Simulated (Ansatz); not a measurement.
TiAl:
```
CELL_PARAMETERS angstrom
      3.15608     0.00000     0.00000
      0.00000     3.15608     0.00000
      0.00000     0.00000     3.15608
ATOMIC_POSITIONS crystal
  Ti 0.00000 0.00000 0.00000
  Al 0.50000 0.50000 0.50000
```

Relaxed with PBEsol. Special points in fractions of this cell's reciprocal vectors: Γ (0.000, 0.000, 0.000); X (0.000, 0.500, 0.000); M (0.500, 0.500, 0.000); R (0.500, 0.500, 0.500).

Q: List the band energies nearest the Fermi level at these points for PBEsol in the plane-wave PAW code Ansatz.

A: In eV from the Fermi level; about four levels below and three above (degenerate sets whole), none deeper than 8.9 eV; points with the same levels are listed once.

```csv
k,below,above
Γ,-1.48 -1.48,1.85 1.85 1.85
X,-6.04 -5.24 -0.56,0.15 0.15 2.06
M,-5.06 -2.09 -2.09 -1.50,0.71 0.71 2.85
R,-3.16 -3.16 -3.16,0.79 2.92 2.92
```

Space group Pm-3m (CsCl type). The workflow started from a Materials Project entry (that database holds measured and hypothetical structures alike); the Crystallography Open Database copy checked does not list it. It is not the phase usual at ambient conditions (space group No. 123). The cell was relaxed with PBEsol under the symmetry of its start. At this level the phase is mechanically unstable. The run is not spin-polarised.

Potentials: the earlier of the program's two PAW sets. The files were generated under PBE; for other functionals the program regenerates the frozen cores, and for LDA and PBEsol the local potential too.
